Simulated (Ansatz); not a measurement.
Input:

CoPtW:
```xyz
3
Lattice="2.7150 0.0000 0.0000 -1.3575 2.3513 0.0000 0.0000 0.0000 6.4708" Properties=species:S:1:pos:R:3 pbc="T T T"
Co     0.0000     0.0000     6.4274
Pt     0.0000     1.5675     2.1065
W      1.3575     0.7838     4.4077
```
The run is spin-polarised; directions of the spins, atom by atom: ↑ 0 0.

This is the PBEsol-relaxed structure.

Task: All from PBEsol in the plane-wave PAW code Ansatz, unless another level is named. Estimate the formation energy from the elements (no fitted shifts).

Result: 0.065 eV/atom.

Task: Predict the density of states at the Fermi level.

Result: 0.92 states/eV per atom (mean over ±0.08 eV).

Space group P3m1. The start of the workflow was typed in or built on a structure type; neither database checked (COD, Materials Project) lists it. Whether it is the stable phase at ambient conditions was not checked. Symmetry was held in the PBEsol relaxation; whether a distortion lowers the energy is not shown. Spin order of the final state: ferromagnetic, the only order run, not a proven ground state. The references are the lowest solids computed at this level, not always the standard phases. Scalar-relativistic: spin–orbit coupling is off unless named, which matters more the heavier the elements.

Potentials: the earlier of the program's two PAW sets. The files were generated under PBE; for other functionals the program regenerates the frozen cores, and for LDA and PBEsol the local potential too.
